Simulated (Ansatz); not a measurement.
# Relaxation path: RbCd (NaTl type)

DFT, PBE, PAW with Ansatz's default frozen-core files, scalar-relativistic (Ansatz 0.2.0); a Γ-centred 7×7×7 k mesh, Fermi–Dirac smearing of 0.05 eV, no spin polarisation. The run relaxes cell and atoms at a target pressure of 0 GPa.

Command: `ansatz run input.yaml --threads 1 --pin off --max-ram 3072MiB --backend cpu --events-out ev --progress --plain --runs-dir out` It took 35 s on 1 thread of Arm Neoverse V1 (shared host), peak memory 0.46 GiB.

```yaml
crystal:
  lattice:
    - [0.0, 4.7375526364, 4.7375526364]
    - [4.7375526364, 0.0, 4.7375526364]
    - [4.7375526364, 4.7375526364, 0.0]
  atoms:
    - { symbol: Rb, position: [0.125, 0.125, 0.125] }
    - { symbol: Rb, position: [-0.125, -0.125, -0.125] }
    - { symbol: Cd, position: [0.375, 0.375, 0.375] }
    - { symbol: Cd, position: [-0.375, -0.375, -0.375] }
kpoints:
  mp_grid: { grid: [7, 7, 7] }
scf:
  occupations: { method: fermi_dirac, width: 0.05 }
hamiltonian:
  xc: pbe
  pseudopotentials: { kind: paw }
output:
  forces: true
  stress: true
relax:
  f_tol: 0.005
  max_steps: 50
  cell: {}
```

Each step lists its free energy a cell above the last geometry, the pressure, the cell vectors (Å), and Cartesian positions (Å) with forces (eV/Å).

The first step:

```
step 1  dF = 152.01 meV  P = -0.85 GPa
  cell 0.0000 4.7376 4.7376  4.7376 0.0000 4.7376  4.7376 4.7376 0.0000
  Rb 1.1844 1.1844 1.1844   0.0000 0.0000 0.0000
  Rb -1.1844 -1.1844 -1.1844   0.0000 0.0000 0.0000
  Cd 3.5532 3.5532 3.5532   0.0000 0.0000 0.0000
  Cd -3.5532 -3.5532 -3.5532   0.0000 0.0000 0.0000
```

**Question.** Where does the relaxation end, and by which steps?

**Answer.** After 5 geometries, with conventional a, b, c = 8.772, 8.772, 8.772 Å, at 42.191 Å³/atom (-20.64 % against the start) in space group Fd-3m, with a shortest distance of 3.799 Å. The further steps:
```
step 2  dF = 122.13 meV  P = -0.81 GPa
  cell 0.0000 4.6951 4.6951  4.6951 0.0000 4.6951  4.6951 4.6951 0.0000
  Rb 1.1738 1.1738 1.1738   0.0000 0.0000 0.0000
  Rb -1.1738 -1.1738 -1.1738   0.0000 0.0000 0.0000
  Cd 3.5213 3.5213 3.5213   0.0000 0.0000 0.0000
  Cd -3.5213 -3.5213 -3.5213   0.0000 0.0000 0.0000
step 3  dF = 9.37 meV  P = -0.30 GPa
  cell 0.0000 4.4641 4.4641  4.4641 0.0000 4.4641  4.4641 4.4641 0.0000
  Rb 1.1160 1.1160 1.1160   0.0000 0.0000 0.0000
  Rb -1.1160 -1.1160 -1.1160   0.0000 0.0000 0.0000
  Cd 3.3481 3.3481 3.3481   0.0000 0.0000 0.0000
  Cd -3.3481 -3.3481 -3.3481   0.0000 0.0000 0.0000
step 4  dF = 3.51 meV  P = 0.25 GPa
  cell 0.0000 4.3450 4.3450  4.3450 0.0000 4.3450  4.3450 4.3450 0.0000
  Rb 1.0862 1.0862 1.0862   0.0000 0.0000 0.0000
  Rb -1.0862 -1.0862 -1.0862   0.0000 0.0000 0.0000
  Cd 3.2587 3.2587 3.2587   0.0000 0.0000 0.0000
  Cd -3.2587 -3.2587 -3.2587   0.0000 0.0000 0.0000
step 5  dF = 0.00 meV  P = 0.03 GPa
  cell 0.0000 4.3862 4.3862  4.3862 0.0000 4.3862  4.3862 4.3862 0.0000
  Rb 1.0965 1.0965 1.0965   0.0000 0.0000 0.0000
  Rb -1.0965 -1.0965 -1.0965   0.0000 0.0000 0.0000
  Cd 3.2896 3.2896 3.2896   0.0000 0.0000 0.0000
  Cd -3.2896 -3.2896 -3.2896   0.0000 0.0000 0.0000
step 6  dF = 3.48 meV  P = 0.02 GPa  (same geometry on a basis chosen anew; earlier energies don't compare to the last digit)
  cell 0.0000 4.3862 4.3862  4.3862 0.0000 4.3862  4.3862 4.3862 0.0000
  Rb 1.0965 1.0965 1.0965   0.0000 0.0000 0.0000
  Rb -1.0965 -1.0965 -1.0965   0.0000 0.0000 0.0000
  Cd 3.2896 3.2896 3.2896   0.0000 0.0000 0.0000
  Cd -3.2896 -3.2896 -3.2896   0.0000 0.0000 0.0000
```
